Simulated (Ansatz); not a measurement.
Input file for Ansatz (an electronic-structure program):

Ansatz 0.2 input:
```yaml
crystal:
  lattice:
    - [0.0, 2.3993609875, 2.3993609875]
    - [2.3993609875, 0.0, 2.3993609875]
    - [2.3993609875, 2.3993609875, 0.0]
  atoms:
    - { symbol: Co, position: [0.0, 0.0, 0.0] }
    - { symbol: Mo, position: [0.5, 0.5, 0.5] }
kpoints:
  mp_grid: { grid: [31, 31, 31] }
hamiltonian:
  xc: pbesol
  pseudopotentials: { kind: paw }
scf:
  occupations: { method: fermi_dirac, width: 0.1 }
elastic: { mode: relaxed_ion, stencil: two_point, amplitude: 0.005, f_tol: 0.0005 }
```

Output (shortened):

```
Pseudopotential: Co, paw, valence charge 17
Pseudopotential: Mo, paw, valence charge 14
Functional definition: PBEsol
Crystal: 2 atoms, lattice volume = 27.626 Å³
Basis set: ecut = 420 eV, 537 PW (Γ), exchange–correlation on 48×48×48 points (8 copies of the dense FFT grid, shifted against one another)
Bands: 20, of which v1, the nominal top of the filled ones, is band 16 counted from 1 (15 counted from 0)
Symmetry: 48 space group operations
Space group: Fm-3m (ITA 225), of the structure as read, at distance tolerance 3.0e-5 Å
k-points: 816 of 29791
SCF iter   1: F=—  HF=-9988.949895 eV  |F-HF|=—  |Δ(HF+E_count)|=         —  Δρ=2.54e-2  dr2=1.04e-1  ethr=1.77e-3  ⟨swp⟩=5.0  Hψ=66140  notcnv=0
preconditioner: auto → Kerker (q_TF=auto, 2.781 Å⁻¹)
SCF iter   2: F=—  HF=-9988.936081 eV  |F-HF|=—  |Δ(HF+E_count)|=   1.38e-2  Δρ=8.24e-3  dr2=1.21e-2  ethr=3.35e-4  ⟨swp⟩=1.9  Hψ=24341  notcnv=0
SCF iter   3: F=—  HF=-9988.933598 eV  |F-HF|=—  |Δ(HF+E_count)|=   2.48e-3  Δρ=1.49e-3  dr2=5.36e-4  ethr=3.89e-5  ⟨swp⟩=2.4  Hψ=22111  notcnv=0
SCF iter   4: F=—  HF=-9988.933462 eV  |F-HF|=—  |Δ(HF+E_count)|=   1.35e-4  Δρ=5.73e-4  dr2=5.26e-5  ethr=1.73e-6  ⟨swp⟩=2.0  Hψ=22222  notcnv=0
SCF iter   5: F=—  HF=-9988.933466 eV  |F-HF|=—  |Δ(HF+E_count)|=   3.85e-6  Δρ=1.42e-4  dr2=3.71e-6  ethr=1.70e-7  ⟨swp⟩=2.8  Hψ=23143  notcnv=0
SCF iter   6: F=—  HF=-9988.933466 eV  |F-HF|=—  |Δ(HF+E_count)|=   7.41e-7  Δρ=3.68e-5  dr2=3.22e-7  ethr=1.20e-8  ⟨swp⟩=2.6  Hψ=28734  notcnv=0
SCF iter   7: F=—  HF=-9988.933465 eV  |F-HF|=—  |Δ(HF+E_count)|=   1.23e-7  Δρ=8.51e-6  dr2=1.39e-8  ethr=1.04e-9  ⟨swp⟩=2.1  Hψ=27235  notcnv=0
SCF iter   8: F=—  HF=-9988.933465 eV  |F-HF|=—  |Δ(HF+E_count)|=   1.15e-9  Δρ=8.35e-7  dr2=1.05e-10  ethr=4.50e-11  ⟨swp⟩=1.0  Hψ=16322  notcnv=0
SCF iter  11: F=-9988.933465 eV  HF=-9988.933465 eV  |F-HF|=0.00e0  |Δ(HF+E_count)|=    0.00e0  Δρ=3.98e-9  dr2=2.52e-15  ethr=1.00e-12  ⟨swp⟩=4.0  Hψ=51900  notcnv=0
SCF 1 converged in 11 iterations: F = -9988.933465 eV  dr2 = 2.52e-15
Crystal: 2 atoms, lattice volume = 27.488 Å³
Basis set: ecut = 420 eV, 535 PW (Γ), exchange–correlation on 48×48×48 points (8 copies of the dense FFT grid, shifted against one another)
Symmetry: 16 space group operations
k-points: 2176 of 29791
iter 1 solved again at ethr=2.48e-6 eV; its pass at ethr=3.10e-3 eV (dr2=7.68e-4 eV) is discarded
SCF iter   1: F=—  HF=-9988.932721 eV  |F-HF|=—  |Δ(HF+E_count)|=         —  Δρ=1.67e-3  dr2=6.87e-4  ethr=2.48e-6  ⟨swp⟩=2.0  Hψ=224101  notcnv=0
preconditioner: auto → Kerker (q_TF=auto, 2.784 Å⁻¹)
SCF iter   2: F=—  HF=-9988.932675 eV  |F-HF|=—  |Δ(HF+E_count)|=   4.63e-5  Δρ=8.43e-4  dr2=2.10e-4  ethr=2.22e-6  ⟨swp⟩=1.0  Hψ=43520  notcnv=0
SCF iter   3: F=—  HF=-9988.932650 eV  |F-HF|=—  |Δ(HF+E_count)|=   2.50e-5  Δρ=1.98e-4  dr2=1.09e-5  ethr=6.78e-7  ⟨swp⟩=1.0  Hψ=43520  notcnv=0
SCF iter   4: F=—  HF=-9988.932644 eV  |F-HF|=—  |Δ(HF+E_count)|=   5.29e-6  Δρ=7.18e-5  dr2=6.75e-7  ethr=3.50e-8  ⟨swp⟩=2.6  Hψ=63296  notcnv=0
SCF iter   5: F=—  HF=-9988.932645 eV  |F-HF|=—  |Δ(HF+E_count)|=   3.84e-7  Δρ=1.58e-5  dr2=3.90e-8  ethr=2.18e-9  ⟨swp⟩=2.2  Hψ=63950  notcnv=0
SCF iter   6: F=—  HF=-9988.932645 eV  |F-HF|=—  |Δ(HF+E_count)|=   1.89e-8  Δρ=5.49e-6  dr2=4.06e-9  ethr=1.26e-10  ⟨swp⟩=2.2  Hψ=65527  notcnv=0
SCF iter   7: F=—  HF=-9988.932645 eV  |F-HF|=—  |Δ(HF+E_count)|=  8.86e-10  Δρ=1.11e-6  dr2=2.64e-10  ethr=1.31e-11  ⟨swp⟩=2.1  Hψ=48326  notcnv=0
SCF iter   8: F=—  HF=-9988.932645 eV  |F-HF|=—  |Δ(HF+E_count)|=  6.18e-11  Δρ=4.86e-7  dr2=5.21e-11  ethr=8.52e-13 (applied; sched 1.00e-12)  ⟨swp⟩=2.2  Hψ=59714  notcnv=0
SCF iter  10: F=-9988.932645 eV  HF=-9988.932645 eV  |F-HF|=0.00e0  |Δ(HF+E_count)|=  1.82e-12  Δρ=7.08e-9  dr2=5.60e-15  ethr=1.00e-12  ⟨swp⟩=4.1  Hψ=147754  notcnv=0
SCF 2 converged in 10 iterations: F = -9988.932645 eV  dr2 = 5.60e-15
Crystal: 2 atoms, lattice volume = 27.764 Å³
iter 1 solved again at ethr=1.67e-9 eV; its pass at ethr=3.10e-3 eV (dr2=5.18e-7 eV) is discarded
SCF iter   1: F=—  HF=-9988.932923 eV  |F-HF|=—  |Δ(HF+E_count)|=         —  Δρ=2.45e-4  dr2=5.13e-7  ethr=1.67e-9  ⟨swp⟩=2.1  Hψ=218645  notcnv=0
preconditioner: auto → Kerker (q_TF=auto, 2.779 Å⁻¹)
SCF iter   2: F=—  HF=-9988.932926 eV  |F-HF|=—  |Δ(HF+E_count)|=   3.28e-6  Δρ=1.24e-4  dr2=1.29e-7  ethr=1.65e-9  ⟨swp⟩=1.0  Hψ=43520  notcnv=0
SCF iter   3: F=—  HF=-9988.932927 eV  |F-HF|=—  |Δ(HF+E_count)|=   1.07e-6  Δρ=6.67e-6  dr2=4.39e-9  ethr=4.15e-10  ⟨swp⟩=1.0  Hψ=43523  notcnv=0
SCF iter   4: F=—  HF=-9988.932927 eV  |F-HF|=—  |Δ(HF+E_count)|=  8.73e-10  Δρ=1.63e-6  dr2=4.74e-10  ethr=1.41e-11  ⟨swp⟩=2.2  Hψ=62378  notcnv=0
SCF iter   5: F=—  HF=-9988.932927 eV  |F-HF|=—  |Δ(HF+E_count)|=  1.27e-11  Δρ=6.37e-7  dr2=7.89e-11  ethr=1.53e-12  ⟨swp⟩=2.0  Hψ=58419  notcnv=0
SCF iter   6: F=—  HF=-9988.932927 eV  |F-HF|=—  |Δ(HF+E_count)|=  9.09e-12  Δρ=9.21e-8  dr2=1.05e-12  ethr=2.54e-13 (applied; sched 1.00e-12)  ⟨swp⟩=1.1  Hψ=44237  notcnv=0
SCF iter   7: F=—  HF=-9988.932927 eV  |F-HF|=—  |Δ(HF+E_count)|=  3.64e-12  Δρ=4.78e-8  dr2=4.73e-13  ethr=1.00e-12  ⟨swp⟩=5.0  Hψ=167628  notcnv=0
SCF iter   8: F=-9988.932927 eV  HF=-9988.932927 eV  |F-HF|=3.64e-12  |Δ(HF+E_count)|=  3.64e-12  Δρ=1.00e-8  dr2=1.69e-14  ethr=1.00e-12  ⟨swp⟩=2.2  Hψ=148314  notcnv=0
SCF 3 converged in 8 iterations: F = -9988.932927 eV  dr2 = 1.69e-14
Crystal: 2 atoms, lattice volume = 27.626 Å³
Symmetry: 8 space group operations
k-points: 4096 of 29791
iter 1 solved again at ethr=1.22e-7 eV; its pass at ethr=3.10e-3 eV (dr2=3.77e-5 eV) is discarded
SCF iter   1: F=—  HF=-9988.933517 eV  |F-HF|=—  |Δ(HF+E_count)|=         —  Δρ=3.31e-4  dr2=1.13e-5  ethr=1.22e-7  ⟨swp⟩=3.3  Hψ=456099  notcnv=0
preconditioner: auto → Kerker (q_TF=auto, 2.781 Å⁻¹)
SCF iter   2: F=—  HF=-9988.933522 eV  |F-HF|=—  |Δ(HF+E_count)|=   5.26e-6  Δρ=2.02e-4  dr2=4.58e-6  ethr=3.66e-8  ⟨swp⟩=1.0  Hψ=81937  notcnv=0
SCF iter   3: F=—  HF=-9988.933519 eV  |F-HF|=—  |Δ(HF+E_count)|=   3.80e-6  Δρ=1.75e-5  dr2=2.35e-8  ethr=1.48e-8  ⟨swp⟩=1.0  Hψ=81924  notcnv=0
SCF iter   4: F=—  HF=-9988.933519 eV  |F-HF|=—  |Δ(HF+E_count)|=   5.48e-7  Δρ=2.68e-6  dr2=8.03e-10  ethr=7.58e-11  ⟨swp⟩=2.4  Hψ=130816  notcnv=0
SCF iter   5: F=—  HF=-9988.933519 eV  |F-HF|=—  |Δ(HF+E_count)|=  2.11e-10  Δρ=9.25e-7  dr2=9.91e-11  ethr=2.59e-12  ⟨swp⟩=2.5  Hψ=134398  notcnv=0
SCF iter   6: F=—  HF=-9988.933519 eV  |F-HF|=—  |Δ(HF+E_count)|=  1.27e-11  Δρ=3.21e-7  dr2=1.11e-11  ethr=3.20e-13 (applied; sched 1.00e-12)  ⟨swp⟩=2.4  Hψ=127831  notcnv=0
SCF iter   7: F=—  HF=-9988.933519 eV  |F-HF|=—  |Δ(HF+E_count)|=  1.82e-12  Δρ=3.22e-8  dr2=1.53e-13  ethr=3.58e-14 (applied; sched 1.00e-12)  ⟨swp⟩=2.3  Hψ=117997  notcnv=0
SCF iter   8: F=-9988.933519 eV  HF=-9988.933519 eV  |F-HF|=1.82e-12  |Δ(HF+E_count)|=  1.82e-12  Δρ=1.38e-8  dr2=1.76e-14  ethr=1.00e-12  ⟨swp⟩=4.0  Hψ=269142  notcnv=0
SCF 4 converged in 8 iterations: F = -9988.933519 eV  dr2 = 1.76e-14
Crystal: 2 atoms, lattice volume = 27.626 Å³
iter 1 solved again at ethr=2.60e-11 eV; its pass at ethr=3.10e-3 eV (dr2=8.05e-9 eV) is discarded
SCF iter   1: F=—  HF=-9988.933519 eV  |F-HF|=—  |Δ(HF+E_count)|=         —  Δρ=1.11e-5  dr2=8.72e-9  ethr=2.60e-11  ⟨swp⟩=3.0  Hψ=467335  notcnv=0
preconditioner: auto → Kerker (q_TF=auto, 2.781 Å⁻¹)
SCF iter   2: F=—  HF=-9988.933519 eV  |F-HF|=—  |Δ(HF+E_count)|=   1.54e-7  Δρ=5.77e-6  dr2=2.98e-9  ethr=2.60e-11  ⟨swp⟩=1.0  Hψ=81920  notcnv=0
SCF iter   3: F=—  HF=-9988.933519 eV  |F-HF|=—  |Δ(HF+E_count)|=  6.88e-10  Δρ=7.14e-7  dr2=8.81e-11  ethr=9.62e-12  ⟨swp⟩=1.0  Hψ=81920  notcnv=0
SCF iter   4: F=—  HF=-9988.933519 eV  |F-HF|=—  |Δ(HF+E_count)|=  1.46e-11  Δρ=1.84e-7  dr2=7.08e-12  ethr=2.84e-13 (applied; sched 1.00e-12)  ⟨swp⟩=2.5  Hψ=109258  notcnv=0
SCF iter   5: F=—  HF=-9988.933519 eV  |F-HF|=—  |Δ(HF+E_count)|=  1.82e-12  Δρ=1.09e-7  dr2=2.08e-12  ethr=2.28e-14 (applied; sched 1.00e-12)  ⟨swp⟩=2.1  Hψ=117804  notcnv=0
SCF iter   6: F=-9988.933519 eV  HF=-9988.933519 eV  |F-HF|=1.82e-12  |Δ(HF+E_count)|=    0.00e0  Δρ=2.05e-8  dr2=4.23e-14  ethr=1.00e-12  ⟨swp⟩=2.7  Hψ=314791  notcnv=0
SCF 5 converged in 6 iterations: F = -9988.933519 eV  dr2 = 4.23e-14
SCF converged after 11 iterations
Free energy (F): -9988.933465 eV
Harris-Foulkes:  -9988.933465 eV  (|F-HF|=0.00e0)
Internal energy: -9988.842098 eV  (E = F + TS)
E sigma→0 (E₀):  -9988.887782 eV
Entropy (-TS):   -0.091367 eV (-45.684 meV/atom)
Fermi energy:    19.159216 eV
--- Per-component energies (eV) ---
  E_band       = -324.095898
  E_kinetic    = 900.733766
  E_local      = -4060.704795  (includes V_loc(G=0)·N_el)
  E_nonlocal   = 602.438285
  E_hartree    = 1653.046856
  E_xc         = -340.576245
  E_vxc        = -433.585365  (∫ρ·V_xc dr)
  E_paw        = -4629.627092  (= ΣΔE_a)
  E_vpaw       = -639.071598  (= ΣTr[D̂ρ^β])
  E_aug_tail   = 0.000094  (compensation charges beyond the density's cutoff)
  E_ewald      = -4114.550685
  E_core_change = 0.397719  (= ΣΔE_core)
  E_smearing   = -0.091367  (= −TS)
  E_closure    =  0.000000  (closes the sum)
  Σ components = -9988.933465   (vs F -9988.933465, Δ=0.00e0)
  [band-id]    e_kinetic+e_local+e_nonlocal+2·e_hartree+e_vxc+e_vpaw+e_augmentation_tail = -324.095902   (vs E_band -324.095898, Δ=-3.67e-6)
--- Forces (eV/Å), atoms counted from 1 ---
  atom   1  Co     0.00000000     0.00000000     0.00000000
  atom   2  Mo     0.00000000     0.00000000     0.00000000
  max |Σ_I F_I| component: 0.0 eV/Å
--- Stress (GPa, compression-positive) ---
        0.153535       0.000000       0.000000
        0.000000       0.153535       0.000000
        0.000000       0.000000       0.153535
  P = ⅓ Tr σ = 0.1535 GPa (1.535 kbar)
--- Band table (eV; the first three rows and the last of 816) ---
  k-point 0: bands = ["-75.7757", "-42.1452", "-39.2306", "-39.2306", "-39.2306", "-16.1475", "-16.1475", "-16.1475", "11.2692", "14.7574", "14.7574", "15.0622", "15.0622", "15.0622", "20.6620", "20.6620", "20.6620", "22.4818", "22.4818", "28.6589"]
  k-point 1: bands = ["-75.7757", "-42.1453", "-39.2306", "-39.2306", "-39.2304", "-16.1501", "-16.1481", "-16.1481", "11.2956", "14.7695", "14.7695", "15.0604", "15.0762", "15.0762", "20.6399", "20.6526", "20.6526", "22.4389", "22.4389", "28.7019"]
  k-point 2: bands = ["-75.7757", "-42.1454", "-39.2306", "-39.2306", "-39.2297", "-16.1577", "-16.1497", "-16.1497", "11.3746", "14.8055", "14.8055", "15.0558", "15.1185", "15.1185", "20.5750", "20.6238", "20.6238", "22.3149", "22.3149", "28.8272"]
  k-point 815: bands = ["-75.7745", "-42.1245", "-39.2392", "-39.2387", "-39.2230", "-16.2954", "-16.2906", "-16.2537", "14.9400", "15.0066", "15.1274", "16.0927", "17.4587", "17.7543", "18.1682", "19.3383", "19.4361", "20.4077", "23.0952", "23.2035"]
--- Elastic constants: 2 strain directions × 2 members + reference (group order 48) ---
  dense FFT box of the reference and of every strained cell: 24×24×24
  strains applied: 11, 23; error gains: componentwise 1.00 (the most a stress slope's error grows in a printed constant), spectral 1.73 (1 for all six strains …
  C = ∂σ_k/∂η_j (tension-positive GPa; Voigt order 11 22 33 23 13 12):
       315.861    190.567    190.567      0.000      0.000      0.000
       190.567    315.861    190.567      0.000      0.000      0.000
       190.567    190.567    315.861      0.000      0.000      0.000
         0.000      0.000      0.000    -24.653      0.000      0.000
         0.000      0.000      0.000      0.000    -24.653      0.000
         0.000      0.000      0.000      0.000      0.000    -24.653
  reference stress σ⁰ (GPa):     -0.154     -0.154     -0.154      0.000      0.000      0.000
  C* (energy form; C + prestress term) asymmetry max|C*_kj − C*_jk| = 5.684e-14 GPa — a small one proves nothing (zero by symmetry where the batch's group is …
  moduli (Voigt/Reuss/Hill, GPa): K = 232.33/232.33/232.33   G = 10.27/-55.70/-22.72   E = -70.45   ν = 0.551
  mechanically stable: NO (min eigenvalue of sym C = -24.65 GPa)
  where every solve meets its electron count the energy-path curvature estimates C_jj along a normal strain and C_jj − ¼(σ⁰_aa + σ⁰_bb) along a shear (ab), of …
  strain η (Voigt 11):  stress-route row diagonal C_11 = 315.86 GPa, energy-path curvature d²(F+E_count+ΔE)/dδ²/Ω₀ = 315.85 GPa
         δ    σ_11 (GPa)             F (eV)   n_scf  n_hpsi   n_pw
    -5.000e-3      -1.7685       -9988.9326446      10  836172    552   relax 0 steps, max|allowed force component| 0.0 eV/Å
     5.000e-3       1.3901       -9988.9329274       8  819598    560   relax 0 steps, max|allowed force component| 0.0 eV/Å
  strain η (Voigt 23):  stress-route row diagonal C_44 = -24.65 GPa, energy-path curvature d²(F+E_count+ΔE)/dδ²/Ω₀ = -24.58 GPa
         δ    σ_23 (GPa)             F (eV)   n_scf  n_hpsi   n_pw
    -5.000e-3       0.1233       -9988.9335191       8  1462260    556   relax 0 steps, max|allowed force component| 0.0 eV/Å
     5.000e-3      -0.1233       -9988.9335191       6  1235024    556   relax 0 steps, max|allowed force component| 0.0 eV/Å
```

Cost: around 4 core-minutes (rough) on shared cores.

The start of the workflow was typed in or built on a structure type; neither database checked (COD, Materials Project) lists it. Whether it is the stable phase at ambient conditions was not checked. The PBEsol relaxation kept the symmetry of its start. At this level the phase is mechanically unstable. No spin polarisation was allowed. Its formation energy is positive at this level, so the cell may be metastable or incomplete. As this level gives no gap, shear constants depend on the k-mesh and smearing (Fermi–Dirac, 0.1 eV here). Spin–orbit coupling is left out wherever it is not named.

Potentials: the later of the program's two PAW sets.

Ansatz is a plane-wave DFT program.
